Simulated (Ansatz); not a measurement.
AlAg (rock salt, Fm-3m) under volume change, DFT-PBEsol in the program Ansatz with PAW potentials, scaled uniformly.

```
V (Å³/atom)  E − E(relaxed) (meV/atom)  P (GPa)
-----------  -------------------------  -------
17.124                            43.6     9.06
17.689                               …        …
18.254                             4.3     2.50
18.818                             0.0     0.00
19.383                             3.8    -2.09
19.947                            14.3    -3.84
20.512                               …        …
```

### Question
Complete the blanks.

### Answer

- 20.512, E − E(relaxed) (meV/atom): 30.5
- 20.512, P (GPa): -5.29
- 17.689, E − E(relaxed) (meV/atom): 18.2
- 17.689, P (GPa): 5.49

### Question
What does a third-order Birch–Murnaghan fit give for V₀, B₀ and B′?

### Answer
V₀ = 18.82 Å³/atom, B₀ = 76.0 GPa, B′ = 5.0.

The start of the workflow was typed in or built on a structure type; neither database checked (COD, Materials Project) lists it. Whether it is the stable phase at ambient conditions was not checked. The cell was relaxed with PBEsol under the symmetry of its start. At this level the phase is mechanically unstable. No spin polarisation was allowed. The volume moved by 18 % from the start of the relaxation. Its formation energy is positive at this level, so the cell may be metastable or incomplete.

Potentials: the earlier of the program's two PAW sets.
